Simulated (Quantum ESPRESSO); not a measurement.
pw.x input (Quantum ESPRESSO 7.5; PBEsol, PseudoDojo standard norm-conserving files, fully relativistic):

```
&CONTROL
  calculation = 'scf'
  pseudo_dir = './pseudo'
  outdir = './out'
  tprnfor = .true.
  tstress = .true.
/
&SYSTEM
  ibrav = 0
  nat = 6
  ntyp = 3
  ecutwfc = 76.0
  ecutrho = 304.0
  occupations = 'smearing'
  smearing = 'fd'
  degauss = 0.002
  nbnd = 20
  noncolin = .true.
  lspinorb = .true.
/
&ELECTRONS
  conv_thr = 6e-10
/
ATOMIC_SPECIES
H 1.0080 H.upf
B 10.8100 B.upf
Rb 85.4678 Rb.upf
CELL_PARAMETERS angstrom
  0.000000000000   3.453240000000   3.453240000000
  3.453240000000   0.000000000000   3.453240000000
  3.453240000000   3.453240000000   0.000000000000
ATOMIC_POSITIONS crystal
H   0.397580000000   0.807260000000   0.397580000000
H   0.397580000000   0.397580000000   0.807260000000
H   0.397580000000   0.397580000000   0.397580000000
H   0.807260000000   0.397580000000   0.397580000000
B   0.500000000000   0.500000000000   0.500000000000
Rb   0.000000000000   0.000000000000   0.000000000000
K_POINTS automatic
8 8 8 0 0 0
```

End of the output:

```
     total energy              =     -64.72906382 Ry
     estimated scf accuracy    <       0.00000003 Ry
     total energy              =     -64.72906386 Ry
     estimated scf accuracy    <       0.00000006 Ry
     total energy              =     -64.72906386 Ry
     estimated scf accuracy    <          1.7E-09 Ry
[...]
     the Fermi energy is    -0.1989 ev
!    total energy              =     -64.72906386 Ry
     estimated scf accuracy    <          2.7E-10 Ry
     smearing contrib. (-TS)   =      -0.00000000 Ry
     internal energy E=F+TS    =     -64.72906386 Ry
     The total energy is F=E-TS. E is the sum of the following terms:
     one-electron contribution =     -18.30223222 Ry
     hartree contribution      =      13.20244664 Ry
     xc contribution           =     -19.25339182 Ry
     ewald contribution        =     -40.37588648 Ry
     convergence has been achieved in  10 iterations
     Forces acting on atoms (cartesian axes, Ry/au):
     atom    1 type  1   force =     0.00434000   -0.00434000    0.00434000
     atom    2 type  1   force =     0.00434000    0.00434000   -0.00434000
     atom    3 type  1   force =    -0.00434000   -0.00434000   -0.00434000
     atom    4 type  1   force =    -0.00434000    0.00434000    0.00434000
     atom    5 type  2   force =     0.00000000    0.00000000    0.00000000
     atom    6 type  3   force =    -0.00000000    0.00000000   -0.00000000
     Total force =     0.015034     Total SCF correction =     0.000009
     Computing stress (Cartesian axis) and pressure
          total   stress  (Ry/bohr**3)                   (kbar)     P=        2.44
   0.00001655   0.00000000   0.00000000            2.44        0.00        0.00
   0.00000000   0.00001655   0.00000000            0.00        2.44        0.00
   0.00000000   0.00000000   0.00001655            0.00        0.00        2.44
```
In a gapped system the printed Fermi energy is only some level inside the gap.

Geometry of the Materials Project entry, not relaxed at this level.
